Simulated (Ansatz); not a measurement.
Data:

Al3Ni2:
```xyz
5
Lattice="4.0084 0.0000 0.0000 -2.0042 3.4714 0.0000 0.0000 0.0000 4.8578" Properties=species:S:1:pos:R:3 pbc="T T T"
Al     0.0000     0.0000     0.0000
Al     0.0000     2.3143     3.1492
Al     2.0042     1.1571     1.7085
Ni     0.0000     2.3143     0.7102
Ni     2.0042     1.1571     4.1475
```

This is the r²SCAN-relaxed structure.

All from plane-wave PAW r²SCAN (Ansatz code), unless another level is named. Give the density of states at the Fermi level.

0.23 states/eV per atom (mean over ±0.08 eV).

Give the formation energy from the elements (no fitted shifts).

-0.64 eV/atom.

Space group P-3m1 (La2O3 or Ni2Al3 type). The workflow started from a Materials Project entry (that database holds measured and hypothetical structures alike); the Crystallography Open Database copy checked does not list it. Its standing as an ambient phase is unchecked. Symmetry was held in the r²SCAN relaxation; of distortions, only those at the zone centre were tested. The run is not spin-polarised. The references are the lowest solids computed at this level, not always the standard phases.

Potentials: the later of the program's two PAW sets.
